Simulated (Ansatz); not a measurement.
The relaxed structure here is a generated cell of Al: the first start was made by placing the elements on the sites of a structure type, and the end was not matched to a known phase here, so it may be hypothetical. Known forms of Al include space group No. 225.

A relaxed cell of Al (P6/mmm (No. 191)), relaxed on a k-mesh at least as fine as the one used below. Calculation: PBE (plane waves to 420 eV, PAW, scalar-relativistic; Ansatz, an electronic-structure program). Γ-centred k-mesh 8×8×6 on the run's cell (coarser than for final values), Fermi–Dirac smearing 0.05 eV.

```yaml
crystal:
  lattice:
    - [4.61885, 0.00000, 0.00000]
    - [-2.30943, 4.00004, 0.00000]
    - [0.00000, 0.00000, 5.56932]
  atoms:
    - { symbol: Al, position: [0.00000, 0.00000, 0.00000] }
    - { symbol: Al, position: [0.00000, 0.00000, 0.50000] }
    - { symbol: Al, position: [0.33333, 0.66667, 0.25000] }
    - { symbol: Al, position: [0.33333, 0.66667, 0.75000] }
    - { symbol: Al, position: [0.66667, 0.33333, 0.25000] }
    - { symbol: Al, position: [0.66667, 0.33333, 0.75000] }
```

The atoms are displaced by (Å):

```tsv
atom	ux	uy	uz
Al1	0.084	0.038	0.082
Al2	0.135	-0.110	-0.099
Al3	0.048	-0.039	0.035
Al4	-0.123	0.031	-0.048
Al5	-0.054	0.001	0.173
Al6	0.023	0.030	0.065
```

Problem. What forces (eV/Å) and pressure result?

Solution. 
```json
[
 {"atom": "Al1", "Fx": "-0.19", "Fy": "0.01", "Fz": "-0.78"},
 {"atom": "Al2", "Fx": "-0.44", "Fy": "0.25", "Fz": "0.85"},
 {"atom": "Al3", "Fx": "-0.29", "Fy": "0.20", "Fz": "-0.46"},
 {"atom": "Al4", "Fx": "0.82", "Fy": "0.00", "Fz": "0.38"},
 {"atom": "Al5", "Fx": "0.63", "Fy": "-0.29", "Fz": "-0.49"},
 {"atom": "Al6", "Fx": "-0.52", "Fy": "-0.17", "Fz": "0.50"}
]
```

Pressure +1.4 GPa.

Problem. Estimate the energy cost of the displacement in the harmonic approximation and compare with the calculation.

Solution. For a harmonic well ΔE = −½ Σ F·u = 0.256 eV a cell, or 43 meV/atom. The calculated energy relative to the undisplaced cell is +0.05 eV/atom, so the harmonic estimate holds well.

The undisplaced cell is probably no minimum: from this displacement the run went on to Fm-3m (No. 225), 0.11 eV/atom below it.

No spin polarisation in the result.
